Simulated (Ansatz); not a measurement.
CaSn2O2:
```
CaSn2O2
1.0
    3.73165     0.00000     0.00000
    0.00000     3.73165     0.00000
    0.00000     0.00000     7.90802
Sn O Ca
2 2 1
Direct
  0.00000   0.50000   0.15274
  0.50000   0.00000   0.84726
  0.50000   0.50000   0.00000
  0.00000   0.00000   0.00000
  0.00000   0.00000   0.50000
```

Relaxed with PBE+D3(BJ). Special points in fractions of this cell's reciprocal vectors: Γ (0.000, 0.000, 0.000); X (0.000, 0.500, 0.000); M (0.500, 0.500, 0.000); Z (0.000, 0.000, 0.500); R (0.000, 0.500, 0.500); A (0.500, 0.500, 0.500).

### Question
List the band energies nearest the Fermi level at these points for plane-wave PAW PBE+D3(BJ) (Ansatz code).

### Answer
In eV from the Fermi level; about four levels below and three above (degenerate sets whole), none deeper than 8.9 eV; points with the same levels are listed once.

```
k                    below           above
-  -----------------------  --------------
Γ  -3.38 -3.38 -2.48 -1.25  1.21 1.76 1.99
X  -3.32 -3.18 -0.34 -0.02  1.14 2.25 2.89
M  -2.72 -2.72 -0.48 -0.33  1.83 1.83 2.60
Z  -3.62 -3.38 -3.38 -0.03  1.00 1.75 1.88
R  -3.15 -3.10 -0.42 -0.41  1.41 2.40 2.87
A  -3.18 -3.18 -2.72 -2.72  0.03 0.61 1.01
```

Space group P-4m2. A made-up cell: these elements were put on the sites of a structure type; neither database checked (COD, Materials Project) lists it. Whether it is the stable phase at ambient conditions was not checked. The PBE+D3(BJ) relaxation kept the symmetry of its start. At this level the phase is mechanically unstable. Spin–orbit coupling is left out wherever it is not named.

Potentials: the later of the program's two PAW sets.
